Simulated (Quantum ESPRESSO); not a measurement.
```yaml
crystal:
  lattice:
    - [0.00000, 2.57087, 2.60962]
    - [2.57087, 0.00000, 2.60962]
    - [2.57087, 2.57087, 0.00000]
  atoms:
    - { symbol: Sr, position: [0.50000, 0.50000, 0.50000] }
    - { symbol: O, position: [0.00000, 0.00000, 0.00000] }
```
The cell was made here from a computed Materials Project entry: strained by +1 % along the cube axis and by -0.5 % across it, atoms relaxed (PBE without dispersion, pw.x of a modified build of Quantum ESPRESSO, symmetry kept). The parent is SrO in Fm-3m. Stability against distortions was not tested.

A lattice sum over point charges, one formal value an element (Sr +2, O -2), with no Sternheimer factor, costs far less than a self-consistent run. Taken along the main axis of each site's self-consistent tensor, it gives:

| site | V along that axis, point charges (a.u.) |
|---|---|
| Sr (atom 1) | 0.003 |
| O (atom 2) | -0.003 |

Task: How do the values of the PAW reconstruction of the field gradient on a scalar-relativistic PBE ground state (Quantum ESPRESSO, JTH datasets) compare?

Result: 
| site | Vzz, PAW (a.u.) | PAW over point charges |
|---|---|---|
| Sr | 0.150 | 50 |
| O | 0.051 | -17 |
Along that axis the sign differs on O.  Cores are frozen. Against all-electron runs on small test molecules, this scheme's |Vzz| missed by −2 to +6 % on O. Sr had no test against all-electron runs.
